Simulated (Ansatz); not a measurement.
### Question
Each is relaxed and computed with PBE (plane waves, PAW; program Ansatz). Which alone has a direct gap?
A. BaTe, rock salt
B. SnTeO3, R3c (Sn on 6a, Te on 6a, O on 18b)
C. SnTe, rock salt
D. NaH, rock salt

### Answer
C, SnTe, rock salt. SnTe: gap 0.05 eV (direct); BaTe: gap 1.66 eV (indirect); SnTeO3: gap 2.44 eV (indirect); NaH: gap 3.76 eV (indirect). Typed or built starts, not in the databases checked: SnTeO3, R3c (Sn on 6a, Te on 6a, O on 18b). Unstable at this level: SnTe, rock salt. All cells were relaxed under the symmetry of their starts (and spin orders); stability against distortions was not tested throughout. Scalar-relativistic: spin–orbit coupling is off unless named, which matters more the heavier the elements.

Potentials: the later of the program's two PAW sets.
